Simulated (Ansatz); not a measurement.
Relaxed-ion elastic tensor of TlBr (zinc blende, F-43m) in GPa (Voigt order), plane-wave PAW PBE (Ansatz code); density 4.47 g/cm³, 52.82 Å³ per atom.

```csv
,1,2,3,4,5,6
1,11.6,10.7,10.7,0.0,0.0,0.0
2,10.7,11.6,10.7,0.0,0.0,0.0
3,10.7,10.7,11.6,0.0,0.0,0.0
4,0.0,0.0,0.0,0.3,0.0,0.0
5,0.0,0.0,0.0,0.0,0.3,0.0
6,0.0,0.0,0.0,0.0,0.0,0.3
```

Problem. Is the crystal mechanically stable?

Solution. Yes: the smallest eigenvalue of C is 0.3 GPa.

Problem. Work out the Voigt, Reuss and Hill averages.

Solution. K_V = 11.0, K_R = 11.0, K_H = 11.0; G_V = 0.4, G_R = 0.4, G_H = 0.4 GPa.

Problem. Give Young's modulus, Poisson's ratio, Pugh's ratio and the universal anisotropy index.

Solution. E = 9KG/(3K + G) = 1.1 GPa; ν = 0.48; K/G = 30.30 (ductile by the Pugh limit of 1.75); A_U = 5G_V/G_R + K_V/K_R − 6 = 0.14.

Problem. Estimate the sound speeds and the Debye temperature.

Solution. v_l = √((K + 4G/3)/ρ) = 1610 m/s, v_t = √(G/ρ) = 286 m/s, mean 327 m/s; Θ = (h/k)(3n/4πV)^(1/3) v_m = 25.9 K.

Problem. Give the Zener ratio and Young's modulus along [100], [110] and [111].

Solution. A = 2C44/(C11 − C12) = 0.71; 1/E = S11 − 2(S11 − S12 − S44/2)Γ with Γ = 0, 1/4, 1/3 gives 1.3, 1.0, 0.9 GPa.

A made-up cell: these elements were put on the sites of a structure type; neither database checked (COD, Materials Project) lists it. COD files the formula under space group No. 221, so this cell is another polymorph or a model. Its standing as an ambient phase is unchecked. The PBE relaxation kept the symmetry of its start; phonons on a q-mesh show no instability. Scalar-relativistic: spin–orbit coupling is off unless named, which matters more the heavier the elements.

Potentials: the later of the program's two PAW sets.
